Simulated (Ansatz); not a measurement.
Task: Name crystals whose computed values (r²SCAN in the plane-wave PAW code Ansatz) fall in these windows: Θ_D (K) 280 to 390; G_Hill (GPa) 72 to 87; B₀ by P(V) fit (GPa) 120 to 150.

Result: 

```csv
crystal,Θ_D (K),G_Hill (GPa),B₀ by P(V) fit (GPa)
"Hf2S, P6_3/mmc (Hf on 4f, S on 2b)",332,81.0,138
```
Others may fit too.

Standing as an ambient phase not checked: Hf2S, P6_3/mmc (Hf on 4f, S on 2b). The cell was relaxed under the symmetry of its start. Rows with no word on spin ran without spin polarisation. Spin–orbit coupling is left out wherever it is not named.

Potentials: the later of the program's two PAW sets.
